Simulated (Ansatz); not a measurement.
Data:

TaAgO3:
```cif
data_Ag6O18Ta6
_chemical_formula_sum 'Ta6 Ag6 O18'
_space_group_name_H-M_alt 'R-3c :H'
_space_group_IT_number 167
_space_group_name_Hall '-R 3 2"c'
_cell_length_a 5.47692
_cell_length_b 5.47692
_cell_length_c 13.80371
_cell_angle_alpha 90.000
_cell_angle_beta 90.000
_cell_angle_gamma 120.000
loop_
_atom_site_label
_atom_site_type_symbol
_atom_site_symmetry_multiplicity
_atom_site_Wyckoff_symbol
_atom_site_fract_x
_atom_site_fract_y
_atom_site_fract_z
_atom_site_occupancy
Ta1 Ta 6 b 0.00000 0.00000 0.00000 1
Ag1 Ag 6 a 0.00000 0.00000 0.25000 1
O1 O 18 e 0.43214 0.43214 0.25000 1
```
(The calculation used a cell of 10 atoms; values per cell refer to that cell.)

This is the PBEsol-relaxed structure.

**Question.** All from plane-wave PAW PBEsol (Ansatz code), unless another level is named. Give the Poisson's ratio.

**Answer.** 0.34.

**Question.** And the vibrational entropy at 300 K?

**Answer.** 27.6 J/(K·mol of atoms).

The first step of the workflow began from a Materials Project structure, measured or hypothetical; the Crystallography Open Database copy checked does not list it. COD files the formula under space group No. 161, so this cell is another polymorph or a model. Its standing as an ambient phase is unchecked. Symmetry was held in the PBEsol relaxation; phonons on a q-mesh show no instability. No spin polarisation was allowed. Scalar-relativistic: spin–orbit coupling is off unless named, which matters more the heavier the elements.

Potentials: the later of the program's two PAW sets.
